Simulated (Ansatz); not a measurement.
The start is a relaxed Rh cell, doubled along one cell vector, shaken by Gaussian noise of σ = 0.08 Å a coordinate. The structure is fully relaxed (lattice and positions, P = 0) with PBEsol (plane waves to 420 eV, PAW, scalar-relativistic; Ansatz, a quantum-chemistry and plane-wave program). First-step values are on the input's coarse k-mesh.

Ansatz input (later rounds restart from its end on a renewed k-mesh):
Ansatz 0.2 input:
```yaml
crystal:
  lattice:
    - [2.4991521324, 0, 0]
    - [0, 2.4991521324, 0]
    - [0, 0, 4.9983042648]
  atoms:
    - { symbol: Rh, position: [0.5749946548, 0.4825893313, 0.2401708294] }
    - { symbol: Rh, position: [0.4786784046, 0.5436350471, 0.7044485757] }
basis: { ecutwfc: 420, ecutrho_ratio: 4, xc_grid: 2, fft_grid_basis: typed }
kpoints: { mp_grid: { grid: [13, 13, 7] } }
hamiltonian:
  xc: pbesol
  dispersion: none
  pseudopotentials: { azcp: { folder: ./paw }, kind: paw }
scf: { occupations: { method: fermi_dirac, width: 0.05 } }
relax: { f_tol: 0.01, max_steps: 100, cell: { stress_tol: 0.02 } }
output: { forces: true, stress: true }
```

What is the largest force in the starting geometry, and on which atom (counted from 1)?

1.32 eV/Å, on Rh1, Rh2 (atoms numbered as listed).

How much energy is released per atom?

0.54 eV/atom.

How does the volume change?

-4.9 %, from 15.61 to 14.84 Å³/atom.

How do the shortest distances between atoms change?

The closest pairs of elements (up to four, under 3.6 Å), start → end: Rh–Rh 2.34 → 2.40 Å.

What band gap does the relaxed structure have at this level?

Zero (metallic).

Give the final cell and atomic positions.


Space group I4/mmm (No. 139); a = 2.651 Å, b = 2.651 Å, c = 8.447 Å, α = 90.00°, β = 90.00°, γ = 90.00°

| atom | site | symmetry | x | y | z |
|---|---|---|---|---|---|
| Rh | 4e | 4mm | 0.0000 | 0.0000 | 0.1427 |
(The calculation used a cell of 2 atoms; values per cell refer to that cell.)

Final values are on a 18×18×11 k-mesh of the relaxed cell. No spin polarisation in the result.

The run could not lose the symmetry of its start: the end is stationary, and may be a saddle point rather than a minimum.

The relaxed structure here is a generated cell of Rh: the first start was made by a random draw of sites in a space group, and the end was not matched to a known phase here, so it may be hypothetical. Known forms of Rh include space group No. 225.
